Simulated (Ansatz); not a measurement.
Ag:
```cif
data_Ag
_chemical_formula_sum 'Ag1'
_space_group_name_H-M_alt 'P 1'
_space_group_IT_number 1
_cell_length_a 2.88771
_cell_length_b 2.88771
_cell_length_c 2.88771
_cell_angle_alpha 60.000
_cell_angle_beta 60.000
_cell_angle_gamma 60.000
loop_
_space_group_symop_operation_xyz
  'x, y, z'
loop_
_atom_site_label
_atom_site_type_symbol
_atom_site_fract_x
_atom_site_fract_y
_atom_site_fract_z
_atom_site_occupancy
Ag1 Ag 0.00000 0.00000 0.00000 1
```

Relaxed with the program Ansatz at the r²SCAN+D4 level (PAW). Indices refer to the conventional cell of Fm-3m, a = b = c = 4.084 Å, α = β = γ = 90.00°.

Simulate the powder diffraction pattern (Mo Kα, λ = 0.71073 Å; lines above 1 %) up to 2θ = 45°.

Simulated powder pattern, Mo Kα, λ = 0.71073 Å (kinematic, ideal powder, no thermal factors, no anomalous dispersion; the 30 strongest lines at most, above 1 %, up to 2θ = 45°):

```csv
2θ (°),d (Å),I/Imax (%),hkl
17.34,2.358,100,(111)
20.05,2.042,50,(200)
28.50,1.444,34,(220)
33.55,1.231,40,(311)
35.09,1.179,12,(222)
40.74,1.021,5.2,(400)
44.58,0.937,15,(331)
```

Symmetry was held in the r²SCAN+D4 relaxation. The run is not spin-polarised. The pairwise dispersion correction was not fitted to metals.

Potentials: the later of the program's two PAW sets.
